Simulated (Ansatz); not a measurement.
A crystal relaxed with r2SCAN in the PAW code Ansatz has space group I-42d (No. 122) and a = 6.342 Å, c = 12.500 Å.

```tsv
atom	site	x	y	z
Xx	4a	0.0000	0.5000	0.2500
In	8d	0.2925	0.7500	0.6250
Bi	4b	0.5000	0.0000	0.2500
```

With r2SCAN the valence top lies at S₀–Γ (0.90 of the way from S₀) and the conduction bottom at Γ, 0.03 eV higher; the smallest vertical gap, at Γ, is 0.18 eV. (With 0.02 eV of smearing so small a gap leaves both edges partly filled, and it could close between the points sampled.) With HSE06 the valence top lies at S₀–Γ (0.90 of the way from S₀) and the conduction bottom at Γ, 0.03 eV higher; the smallest vertical gap, at Γ, is 0.20 eV. (This is within a few times the smearing of 0.02 eV, so the filling near the edges can be smeared.) The PBE gap is indirect, 0.03 eV (S₀–Γ (0.90 of the way from S₀) to Γ), below the direct gap of 0.09 eV at S₀–Γ (0.90 of the way from S₀). (With 0.02 eV of smearing so small a gap leaves both edges partly filled, and it could close between the points sampled.) Meshes: r2SCAN 6×6×6, HSE06 4×4×4, PBE 6×6×6.

Question: Which element is Xx?
A. As
B. N
C. P
D. Sb

Answer: C. Xx is P: In2BiP, ordered on the zincblende lattice (I-42d) with 8 atoms a cell. P has 4 In at 2.59 Å; In has 2 P at 2.59 Å and 2 Bi at 2.90 Å; Bi has 4 In at 2.90 Å.

No spin polarisation and no zero-point or thermal motion; the cell was built from a prototype and may be hypothetical.

Spin-orbit coupling is left out; in compounds of Pb, Bi, Tl or Hg it can lower a gap by up to about 1 eV, split its edges or invert the bands.

Where an edge lies off the special points, it is a point of the mesh or the k point where a search put PBE's edge or least direct gap, reused for the other functionals, whose own edges may lie a little apart; PBE's own value is read along its path and can be a few hundredths of an eV high.
